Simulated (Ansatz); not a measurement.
C in space group Ibam (No. 72; C on 8j, C on 4a), the program Ansatz at the PBE level (PAW). The conduction-band minimum lies on the Γ–X line, 86 % of the way from Γ, with 2 equivalent valleys. Second derivatives d²E/dk² of the lowest band at one valley (eV·Å²), along Cartesian directions:

| direction | d²E/dk² |
|---|---|
| [100] | 13.60 |
| [010] | 5.984 |
| [001] | 1.301 |
| [110] | 9.786 |
| [101] | 7.451 |
| [011] | 3.639 |

Problem. Find the principal effective masses, the density-of-states mass and the conductivity mass.

Solution. Off-diagonal terms follow from H_xy = H[110] − (H_xx + H_yy)/2, and m*/mₑ = 7.620 eV·Å² over each eigenvalue: 0.56, 1.3, 5.9. One valley's DOS mass (m₁m₂m₃)^(1/3) = 1.6, conductivity mass 3/(Σ 1/mᵢ) = 1.1 mₑ.

Problem. What effective density of states Nc follows at 300 K for parabolic valleys?

Solution. Nc = 2.509e19 × 2 × (1.6)^(3/2) ≈ 1.0e20 cm⁻³.

The start of the workflow was typed in or built on a structure type; neither database checked (COD, Materials Project) lists it. It is not the phase usual at ambient conditions (space group No. 194, 227). The cell was relaxed with PBE under the symmetry of its start; whether a distortion lowers the energy is not shown. The volume moved by 20 % from the start of the relaxation.

Potentials: the later of the program's two PAW sets.

Edges and masses are those of Kohn–Sham bands, whose gap is no quasiparticle gap.
